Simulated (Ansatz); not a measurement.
**LaGe2Rh2, a known structure type with other elements, at an estimated volume**

```
La Ge Rh
1.0
     0.00000    4.26479    0.00000
     4.26479    0.00000    0.00000
     2.13240    2.13240   -5.01060
La Ge Rh
1 2 2
Direct
  0.00000 0.00000 0.00000
  0.37500 0.37500 0.25000
  0.62500 0.62500 0.75000
  0.75000 0.25000 0.50000
  0.25000 0.75000 0.50000
```

Level: r2SCAN, no spin polarisation; 500 eV; 9×9×9 Γ-centred mesh; fermi-dirac occupations (width 0.1 eV); Ansatz 0.2.0, fixed geometry.

(1) Which atom feels the largest force, and which way?

(2) What happens at the Fermi level?

(3) Is it stable against the elements?

(4) How is the charge shared?

(5) What does the stress say?

Origin: a known structure type with other elements, at an estimated volume, so it need not be a known compound. Caveats: f levels without a U or exact exchange are poorly placed.

Results:

(1) The largest is on Ge2 (and as large on other atoms): 0.37 eV/Å, components (0.00, 0.00, -0.37). It makes 60° with the line to a nearest neighbour, Rh4 at 2.47 Å.

(2) It is a metal, with about 3.1 states/eV a cell as the mean within 0.25 eV of the Fermi level, mostly Rh d (44 %), La d (24 %) and Ge p (22 %).

(3) -0.94 eV an atom against the elements' usual phases (free molecules for gases, crystals otherwise, with no correction for O₂ or N₂), so it is bound against them; other compounds may still compete. Relaxing would lower it.

(4) Bader charges in e: La +1.58, Ge -0.13, Rh -0.66. In the mean La gives up most and Rh takes most.

(5) The pressure is 2.6 GPa (compression positive), so with the atoms held at these fractions the cell would first expand. The principal stresses 0.2, 0.2, 7.3 GPa differ, so its shape would change too.
